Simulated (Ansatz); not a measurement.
Values for one crystal, relaxed and computed with r²SCAN in the plane-wave PAW code Ansatz; other levels are named.

```yaml
volume_per_atom: 44.23 Å³
band_gap: 1.10 eV (direct)
valence_band_maximum: at T
hole_effective_mass: 0.12, 0.19, 0.19 mₑ (principal values)
Formation energy from the elements (no fitted shifts): -91 kJ/mol of atoms
electron_effective_mass: 0.11, 0.54, 0.54 mₑ (principal values)
Gap with spin–orbit coupling: 1.00 eV
```

Task: Which of these materials gives this?
A. BP, wurtzite
B. CsGeI3, R3m (Cs on 3a, Ge on 3a, I on 9b)
C. CsBr, rock salt
D. ZnS, P3m1 (Pearson symbol hP16)

Result: B, CsGeI3, R3m (Cs on 3a, Ge on 3a, I on 9b)

The workflow started from a Materials Project entry (that database holds measured and hypothetical structures alike); the Crystallography Open Database files this formula in space group No. 160, but the cells were not matched. Its standing as an ambient phase is unchecked. The r²SCAN relaxation kept the symmetry of its start; whether a distortion lowers the energy is not shown. The references are the lowest solids computed at this level, not always the standard phases. Scalar-relativistic: spin–orbit coupling is off unless named, which matters more the heavier the elements.

Potentials: the later of the program's two PAW sets.
